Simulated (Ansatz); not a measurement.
Input:

TaSi$_{2}$:
```cif
data_Si6Ta3
_chemical_formula_sum 'Ta3 Si6'
_space_group_name_H-M_alt 'P 1'
_space_group_IT_number 1
_cell_length_a 4.76193
_cell_length_b 4.76193
_cell_length_c 6.55307
_cell_angle_alpha 90.000
_cell_angle_beta 90.000
_cell_angle_gamma 120.000
loop_
_space_group_symop_operation_xyz
  'x, y, z'
loop_
_atom_site_label
_atom_site_type_symbol
_atom_site_fract_x
_atom_site_fract_y
_atom_site_fract_z
_atom_site_occupancy
Ta1 Ta 0.50000 0.00000 0.00000 1
Ta2 Ta 0.50000 0.50000 0.33333 1
Ta3 Ta 0.00000 0.50000 0.66667 1
Si1 Si 0.15910 0.31820 0.00000 1
Si2 Si 0.84090 0.15910 0.33333 1
Si3 Si 0.68180 0.84090 0.66667 1
Si4 Si 0.84090 0.68180 0.00000 1
Si5 Si 0.15910 0.84090 0.33333 1
Si6 Si 0.31820 0.15910 0.66667 1
```

This is the PBEsol-relaxed structure.

Problem. All from DFT-PBEsol in the program Ansatz with PAW potentials, unless another level is named. Give the highest zone-centre frequency.

Solution. 411 cm^-1.

Problem. And the Young's modulus?

Solution. 359 GPa.

Space group P6_222. The PBEsol relaxation kept the symmetry of its start; of distortions, only those at the zone centre were tested. The run is not spin-polarised. As this level gives no gap, phonon frequencies hold no LO–TO term and depend on the k-mesh and smearing (Fermi–Dirac, 0.1 eV here). On the denser mesh and wider smearing of the elastic run this cell carries a stress of 0.5 GPa. Scalar-relativistic: spin–orbit coupling is off unless named, which matters more the heavier the elements.

Potentials: the later of the program's two PAW sets.
